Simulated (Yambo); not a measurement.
Yambo input for a free-standing WSe2 monolayer (symmetry Amm2, slab cell 16.3 Å high) under uniaxial strain of -2 % along x, the other axes held (a = 3.206 Å, b = 3.255 Å, c = 16.300 Å, α = 90.00°, β = 90.00°, γ = 119.50°), on PBEsol (Quantum ESPRESSO, PseudoDojo norm-conserving, 86 Ry, without SOC) wavefunctions on a 24×24×1 mesh:

```
rim_cut
optics
chi
dipoles
kernel
RandQpts= 1000000
RandGvec= 2 Ry
CUTGeo= "slab z"
FFTGvecs= 30 Ry
Chimod= "HARTREE"
NGsBlkXd= 2 Ry
% QpntsRXd
 1 | 1 |
%
% BndsRnXd
 12 | 51 |
%
GrFnTpXd= "R"
% EnRngeXd
 0.0 | 20.0 | eV
%
% DmRngeXd
 0.2 | 0.2 | eV
%
CGrdSpXd= 50
ETStpsXd= 161
% LongDrXd
 0.0 | 1.0 | 0.0 |
%
```

First lines of the file o-*.alpha_q1_inv_rpa_dyson:

```
Polarizability  ( -<<X>> ) @ Q(1):   0.00000000     1.00000000     0.00000000    [q->0 direction]
#
# Polarizability units: length
#
# [ X ] Hartree size     :   57
# [GEN] GF Energies     : Perdew, Burke & Ernzerhof SOL(X)+Perdew, Burke & Ernzerhof SOL(C)
# [GEN] Green`s Function     : Retarded
#
# [GEN] Gauge     : Length
# [GEN] [r,Vnl] included     : yes
#
#    E[1] [eV]     Im(alpha)     Re(alpha)     Im(alpha_o)     Re(alpha_o)
#
     0.000000     0.12472E-11     13.93913     0.71829E-18     14.47765
     0.125000     0.059288     13.95723     0.062706     14.49679
     0.250000     0.120026     14.01196     0.126994     14.55464
     0.375000     0.183773     14.10461     0.194572     14.65263
     0.500000     0.252335     14.23743     0.267420     14.79320
     0.625000     0.327933     14.41380     0.347992     14.98005
     0.750000     0.413467     14.63850     0.439508     15.21844
     0.875000     0.512930     14.91815     0.546432     15.51561
     1.000000     0.632124     15.26180     0.675290     15.88158
     1.125000     0.779978     15.68194     0.836202     16.33018
     1.250000     0.971182     16.19588     1.045933     16.88065
     1.375000     1.231908     16.82737     1.334558     17.55952
     1.500000     1.613244     17.60631     1.761151     18.40003
     1.625000     2.221812     18.55125     2.449570     19.42136
     1.750000     3.242817     19.56807     3.614570     20.50883
     1.875000     4.708591     20.31171     5.284611     21.25226
     2.000000     6.122943     20.57653     6.864244     21.43891
     2.125000     7.314060     21.24646     8.244967     22.08630
     2.250000     9.419724     22.15691     10.68906     22.86247
     2.375000     12.49000     22.47488     14.15170     22.78357
     2.500000     16.24152     21.32789     18.07451     20.80133
     2.625000     19.41033     18.32750     20.71664     16.83589
     2.750000     20.81536     13.86721     20.88354     11.98285
     2.875000     19.32597     9.969535     18.37354     8.761158
     3.000000     16.97070     8.452294     15.82774     8.087837
     3.125000     15.35686     8.589767     14.40812     8.752303
     3.250000     15.18694     9.456395     14.50086     9.836876
     3.375000     16.41642     9.469121     15.84772     9.881780
     3.500000     17.30813     8.322679     16.72052     8.843232
     3.625000     17.85145     7.066655     17.30244     7.764550
     3.750000     18.03335     5.407651     17.58149     6.299689
```
(The file goes on to the top of the energy range; α is in bohr.) Convergence of the RPA response with its 24×24×1 mesh was not tested.

Geometry strained from the cell relaxed with PBEsol, atoms relaxed again.
